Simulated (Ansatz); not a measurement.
A geometry of As away from equilibrium: step 2 of the relaxation of a relaxed As cell, doubled along one cell vector, shaken by Gaussian noise of σ = 0.08 Å a coordinate. All values below come from r2SCAN (plane waves to 500 eV, PAW, scalar-relativistic; Ansatz, an electronic-structure program). Γ-centred k-mesh 3×6×4 on the run's cell (coarser than for final values), Fermi–Dirac smearing 0.05 eV.

```xyz
8
Lattice="8.8112 0.0273 0.0121 -2.1910 3.8072 -0.0024 0.0075 0.0010 5.5324" Properties=species:S:1:pos:R:3:forces:R:3 pbc="T T T" free_energy=-38912.754 pressure_GPa=0.2
As    -0.0134     0.1170     1.3825   -0.0286   -0.0797   -0.0007
As     4.4950    -0.0235     1.3454   -0.1020    0.0995   -0.1507
As    -0.0016     0.1159     4.2287    0.0002   -0.0081   -0.0542
As     4.4957    -0.0944     4.2094   -0.0175    0.4037    0.1145
As     0.0143     2.6411     1.4274   -0.0262    0.0661    0.0344
As     4.4717     2.5422     1.6142    0.1773   -0.1357    0.1530
As     2.2879     1.2650     4.0409   -0.0112   -0.4390   -0.1381
As     6.6017     1.3557     4.2670    0.0079    0.0932    0.0419
```

Positions in Å, forces in eV/Å, free energy of the cell in eV (comparable only within this code, potentials and settings). Largest force: 0.46 eV/Å, on As7 (atoms numbered as listed); the geometry lies 0.51 eV/atom above the end of its relaxation.

No spin polarisation in the result. Without a van der Waals term the distances between weakly bound units are poorly fixed.

Of the parent cell (P6₃/mmc (No. 194)): it is a generated cell of As: the first start was made by placing the elements on the sites of a structure type, and the end was not matched to a known phase here, so it may be hypothetical. Known forms of As include space group No. 166.
